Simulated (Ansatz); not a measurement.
Consider the following.

BIr:
```cif
data_BIr
_chemical_formula_sum 'B1 Ir1'
_space_group_name_H-M_alt 'P-6m2'
_space_group_IT_number 187
_space_group_name_Hall 'P -6 2'
_cell_length_a 3.03347
_cell_length_b 3.03347
_cell_length_c 2.69903
_cell_angle_alpha 90.000
_cell_angle_beta 90.000
_cell_angle_gamma 120.000
loop_
_atom_site_label
_atom_site_type_symbol
_atom_site_symmetry_multiplicity
_atom_site_Wyckoff_symbol
_atom_site_fract_x
_atom_site_fract_y
_atom_site_fract_z
_atom_site_occupancy
B1 B 1 b 0.00000 0.00000 0.50000 1
Ir1 Ir 1 e 0.66667 0.33333 0.00000 1
```

This is the r²SCAN-relaxed structure.

Problem. All from r²SCAN in the plane-wave PAW code Ansatz, unless another level is named. Give the electronic character.

Solution. metallic (no gap).

Problem. And the formation energy from the elements (no fitted shifts)?

Solution. -0.21 eV/atom.

Problem. Give the density of states at the Fermi level.

Solution. 0.41 states/eV per atom (mean over ±0.08 eV).

The workflow started from a Materials Project entry (that database holds measured and hypothetical structures alike); the Crystallography Open Database copy checked does not list it. Its standing as an ambient phase is unchecked. Symmetry was held in the r²SCAN relaxation; whether a distortion lowers the energy is not shown. The run is not spin-polarised. The references are the lowest solids computed at this level, not always the standard phases. Scalar-relativistic: spin–orbit coupling is off unless named, which matters more the heavier the elements.

Potentials: the later of the program's two PAW sets.
